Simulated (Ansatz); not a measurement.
SnS2 (CdI2 type)

```xyz
3
Lattice="3.6260 0.0000 0.0000 -1.8130 3.1402 0.0000 0.0000 0.0000 5.5735" Properties=species:S:1:pos:R:3 pbc="T T T"
Sn     0.0000     0.0000     0.0000
S      0.0000     2.0935     1.4737
S      1.8130     1.0467     4.0998
```

The slice is a (1 -1 0 0) plane (indices of the conventional cell) through the point (0.333, 0.667, 0.264) (fractional), spanned by u = [110] and v = [001] in vectors of this cell: u (3.63 Å) and v (5.57 Å, at 90° to u). It covers one period; positions are fractions (u, v).

Computed with PBEsol-D3(BJ) (plane waves to 420 eV, PAW, scalar-relativistic; Ansatz, an electronic-structure program). k mesh 11×11×6. Near the nuclei the fields are pseudised (PAW); where an atom keeps semicore shells as valence, they peak there. SnS2 was relaxed with its symmetry unable to fall. The PAW data are Ansatz's earlier set.

**Question.** Sketch the valence electron density on this plane as a map.

**Answer.** 
```tsv
v \ u	0.00	0.10	0.19	0.29	0.38	0.48	0.57	0.67	0.76	0.86	0.95
0.88	0.0	0.0	-0.2	-0.5	-0.7	-0.7	-0.7	-0.6	-0.3	-0.1	0.0
0.75	-0.7	-0.8	-0.7	-0.7	-0.5	-0.4	-0.5	-0.6	-0.7	-0.8	-0.7
0.62	-1.3	-1.2	-1.0	-0.7	-0.5	-0.4	-0.4	-0.6	-0.9	-1.1	-1.3
0.50	-1.5	-1.3	-1.0	-0.7	-0.4	-0.3	-0.3	-0.5	-0.9	-1.2	-1.4
0.38	-1.5	-1.4	-1.2	-0.9	-0.7	-0.6	-0.6	-0.8	-1.1	-1.3	-1.5
0.25	-0.9	-1.0	-1.1	-1.2	-1.2	-1.2	-1.2	-1.2	-1.2	-1.0	-0.9
0.12	0.0	0.0	-0.3	-0.7	-1.1	-1.4	-1.3	-0.9	-0.5	-0.1	0.0
0.00	-1.1	-0.1	0.0	-0.3	-0.8	-1.1	-1.0	-0.6	-0.1	0.0	-0.5
```

Values: log₁₀ of the valence density in e/Å³. The scale is logarithmic, as a density can span decades between atoms and voids.
